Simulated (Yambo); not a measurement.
**Optical response of CsBr at +1 % isotropic strain**

```
CsBr
1.0
    4.28162     0.00000     0.00000
    0.00000     4.28162     0.00000
    0.00000     0.00000     4.28162
Br Cs
1 1
Direct
  0.50000   0.50000   0.50000
  0.00000   0.00000   0.00000
```

Yambo, RPA with local fields on PBEsol bands shifted by a G0W0 scissor of 2.36 eV; 10×10×10 mesh, 52 bands, 4 Ry local-field block, 0.2 eV broadening; field along x.

```tsv
E (eV)	Im ε	Re ε	Im ε, independent particles
0.0	0.00	2.54	0.00
0.6	0.00	2.55	0.00
1.2	0.01	2.56	0.01
1.9	0.01	2.59	0.01
2.5	0.01	2.62	0.02
3.1	0.02	2.67	0.03
3.8	0.03	2.74	0.03
4.4	0.03	2.84	0.05
5.0	0.05	2.96	0.06
5.6	0.07	3.15	0.10
6.2	0.12	3.43	0.17
6.9	0.37	3.90	0.47
7.5	0.88	4.27	1.21
8.1	1.92	4.62	2.87
8.8	3.58	3.53	4.75
9.4	3.19	1.91	3.64
10.0	2.25	1.92	3.20
10.6	3.22	2.20	4.66
11.2	2.80	0.34	2.51
11.9	1.77	0.36	1.64
12.5	1.07	0.74	1.24
13.1	0.90	1.30	1.30
13.8	1.17	1.79	2.29
14.4	1.88	1.90	4.00
15.0	2.14	1.32	3.63
15.6	2.11	0.62	3.07
16.2	1.63	0.59	2.78
16.9	1.58	0.58	3.02
17.5	1.38	0.52	2.42
18.1	1.26	0.62	1.57
18.8	1.63	0.44	0.93
19.4	1.05	0.11	0.84
20.0	0.92	0.50	1.01
```

Structure narrower than a few tenths of an eV can come from the finite k mesh. Convergence of the RPA response with its 10×10×10 mesh was not tested. The scissor comes from a G0W0 run whose convergence isn't established. No excitonic effects at this level.

Spin-orbit coupling is not included.

Geometry strained from the cell relaxed with PBEsol, atoms relaxed again.
